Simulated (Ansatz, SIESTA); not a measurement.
This is a calculation of As2S for Ansatz 0.2.0. The cell comes from a database or a generator and needn't be the stable form of this composition.

The input input.yaml:

```yaml
crystal:
  lattice:
    - [-3.50648, 3.50648, 2.485919]
    - [3.50648, -3.50648, 2.485919]
    - [3.50648, 3.50648, -2.485919]
  atoms:
    - { symbol: As, position: [0.875, 0.125, 0.25] }
    - { symbol: As, position: [0.875, 0.625, 0.75] }
    - { symbol: As, position: [0.375, 0.125, 0.25] }
    - { symbol: As, position: [0.875, 0.125, 0.75] }
    - { symbol: S, position: [0.25, 0.75, 0.5] }
    - { symbol: S, position: [0.5, 0.5, 0.0] }
hamiltonian:
  xc: pbe
  pseudopotentials: { kind: paw }
kpoints:
  mp_grid: { grid: [7, 7, 7] }
scf:
  occupations: { method: fermi_dirac, width: 0.05 }
output:
  forces: true
  stress: true
  eigenvalues: true
```

Potentials or basis: Ansatz PAW.

Command:

```sh
$ ansatz run input.yaml --threads 2 --pin off --max-ram 5120MiB --backend cpu --events-out ev --progress --plain --runs-dir out
```

Task: What does the same run look like in SIESTA 5.4.2? Potentials or basis there: files PseudoDojo sr-pbe-0.4.1-standard, DZP (energy shift 0.003 Ry; two zetas on semicore shells).

Result: As run (cutoffs and basis follow the program's own potentials, and thresholds, step limits or extra output files can differ):

As2S.fdf

```
SystemName                      As2S
SystemLabel                     As2S
NumberOfSpecies                 2
NumberOfAtoms                   6
%block ChemicalSpeciesLabel
  1  33 As
  2  16 S
%endblock ChemicalSpeciesLabel

LatticeConstant                 1.0 Ang
%block LatticeVectors
    -3.5064800000     3.5064800000     2.4859190000
     3.5064800000    -3.5064800000     2.4859190000
     3.5064800000     3.5064800000    -2.4859190000
%endblock LatticeVectors
AtomicCoordinatesFormat         Fractional
%block AtomicCoordinatesAndAtomicSpecies
     0.8750000000     0.1250000000     0.2500000000  1  As
     0.8750000000     0.6250000000     0.7500000000  1  As
     0.3750000000     0.1250000000     0.2500000000  1  As
     0.8750000000     0.1250000000     0.7500000000  1  As
     0.2500000000     0.7500000000     0.5000000000  2  S
     0.5000000000     0.5000000000     0.0000000000  2  S
%endblock AtomicCoordinatesAndAtomicSpecies

%block kgrid.MonkhorstPack
    7   0   0  0.0
    0   7   0  0.0
    0   0   7  0.0
%endblock kgrid.MonkhorstPack
XC.Functional                   GGA
XC.Authors                      PBE
PAO.BasisSize                   DZP
PAO.EnergyShift                 0.003 Ry
Mesh.Cutoff                     500 Ry
OccupationFunction              FD
ElectronicTemperature           0.05 eV
MaxSCFIterations                120
SCF.MustConverge                false
SCF.Mixer.Method                Pulay
SCF.Mixer.Weight                0.25
SCF.Mixer.History               8
SCF.DM.Tolerance                5.0e-05
SCF.H.Tolerance                 1.0e-03 eV
WriteForces                     true
Charge.Mulliken                 end
Charge.Hirshfeld                end
Charge.Voronoi                  end
SaveRho                         true
SaveElectrostaticPotential      true
%block PAO.Basis
  As 4
  n=4 0 2
    5.512 0.000
  n=4 1 2
    7.356 0.000
  n=3 2 2
    2.890 0.000
  n=4 2 1
    7.356
%endblock PAO.Basis
```

Potentials or basis: PseudoDojo 0.4 standard (PBE files), converted to PSML, two zetas on semicore shells, DZP (energy shift 0.003 Ry; two zetas on semicore shells).

Command:

```bash
$ siesta < As2S.fdf > As2S.out 2>&1
```

Both were run:

|  | Ansatz | SIESTA |
| --- | --- | --- |
| Pressure | 0.4 GPa | 2.6 GPa |

Ansatz's pressure holds a Pulay term of +0.02 GPa for its cutoff of 420 eV, which the other run lacks.

Where Ansatz's input types no cutoff or centring, it takes its own default and a Γ-centred mesh.

Pressure is positive in compression.
